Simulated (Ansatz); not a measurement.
CaO:
```cif
data_Ca2O2
_chemical_formula_sum 'Ca2 O2'
_space_group_name_H-M_alt 'P 1'
_space_group_IT_number 1
_cell_length_a 3.95631
_cell_length_b 3.95631
_cell_length_c 4.74312
_cell_angle_alpha 90.000
_cell_angle_beta 90.000
_cell_angle_gamma 120.000
loop_
_space_group_symop_operation_xyz
  'x, y, z'
loop_
_atom_site_label
_atom_site_type_symbol
_atom_site_fract_x
_atom_site_fract_y
_atom_site_fract_z
_atom_site_occupancy
Ca1 Ca 0.33333 0.66667 0.75000 1
Ca2 Ca 0.66667 0.33333 0.25000 1
O1 O 0.33333 0.66667 0.25000 1
O2 O 0.66667 0.33333 0.75000 1
```

Relaxed with PBEsol. The program Ansatz at the PBEsol level (PAW) gives a gap of 3.14 eV.

### Question
What gap does HSE06 give on the same cell (Ansatz, PAW)?

### Answer
4.65 eV, 1.52 eV more. The hybrid was solved on a coarser mesh and at special points; its gap is the smallest among all of these.

```tsv
k	v1 PBEsol	c1 PBEsol	v1 HSE06	c1 HSE06
Γ	0.00	3.14	0.00	4.65
A	-1.34	4.97	(withheld)	(withheld)
K	-0.28	3.97	-0.29	5.62
H	-0.95	4.71	(withheld)	(withheld)
M	-0.40	4.65	(withheld)	(withheld)
L	-0.78	5.33	(withheld)	(withheld)
```

### Question
Top valence (v1) and lowest conduction level (c1) in eV from each method's valence maximum (which need not be a listed point): supply the withheld HSE06 values.

### Answer

- A, v1 HSE06: -1.38
- A, c1 HSE06: 6.57
- L, v1 HSE06: -0.80
- L, c1 HSE06: 7.03
- H, v1 HSE06: -0.98
- H, c1 HSE06: 6.41
- M, v1 HSE06: -0.40
- M, c1 HSE06: 6.30

Cost on shared cores: the PBEsol run (SCF on a 8×8×6 mesh, then bands and DOS) very roughly 15 core-seconds, the HSE06 run (SCF on 6×6×5, then a few points) about 2.3 core-minutes (a rough figure); the tasks are unlike.

Space group P6_3/mmc. The first step of the workflow began from a Materials Project structure, measured or hypothetical; the Crystallography Open Database copy checked does not list it. It is not the phase usual at ambient conditions (space group No. 225). Symmetry was held in the PBEsol relaxation; its stability against distortions is not shown here.

Potentials: the later of the program's two PAW sets.
